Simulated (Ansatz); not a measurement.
# InSe under strain — ¹¹⁵In nuclear quadrupole resonance

Cell: an entry of the Crystallography Open Database (COD), relaxed with PBE at fixed cell and then changed (z compressed by 2 %, ions relaxed).

```cif
data_structure
_symmetry_space_group_name_H-M 'P 1'
_symmetry_Int_Tables_number 1
_cell_length_a 4.0500
_cell_length_b 4.0500
_cell_length_c 16.5914
_cell_angle_alpha 90.000
_cell_angle_beta 90.000
_cell_angle_gamma 120.000
_cell_volume 235.68
loop_
_atom_site_label
_atom_site_type_symbol
_atom_site_fract_x
_atom_site_fract_y
_atom_site_fract_z
_atom_site_occupancy
In1 In 0.33333 0.66667 0.16594 1
In2 In 0.66667 0.33333 0.66594 1
In3 In 0.33333 0.66667 0.33406 1
In4 In 0.66667 0.33333 0.83406 1
Se5 Se 0.33333 0.66667 0.58931 1
Se6 Se 0.66667 0.33333 0.08931 1
Se7 Se 0.33333 0.66667 0.91069 1
Se8 Se 0.66667 0.33333 0.41069 1
```

Atoms are numbered from 1 in the order listed; like atoms form one site, named after its first atom.

The numbers come from a DFT calculation in Ansatz (PBE, plane waves and PAW, scalar-relativistic, 420 eV cutoff, Γ-centred 13×13×3 k-points, Fermi–Dirac smearing 0.05 eV).

¹¹⁵In: I = 9/2, Q = 772.0 mb (year-2017 value). Static lattice, zero field.

(1) The simulated lines lie at 8.47, 16.9, 25.4, 33.9 MHz. What are |C_Q|, η and |V_zz| at In?

Answers

(1) For I = 9/2 and η = 0 the lines are |C_Q|/24 times 1, 2, 3 and 4; η shifts the lowest up most. Here |C_Q| = 203 MHz, η = 0.00 and |V_zz| = 10.90 × 10²¹ V/m². The calculation gives V_zz negative; the lines don't show the sign. The site has 3 Se at 2.66 Å; also 1 In at 2.79 Å.

An axis of threefold or higher order runs through In, so V_zz lies along it and η is zero.

Without spin–orbit coupling (the program notes it for In) the gradients can shift somewhat, as the gap is small. With a gap of 0.3 eV under a smearing of 0.05 eV the band edges are partly filled, so small gradients can hang on the smearing and the k-mesh.
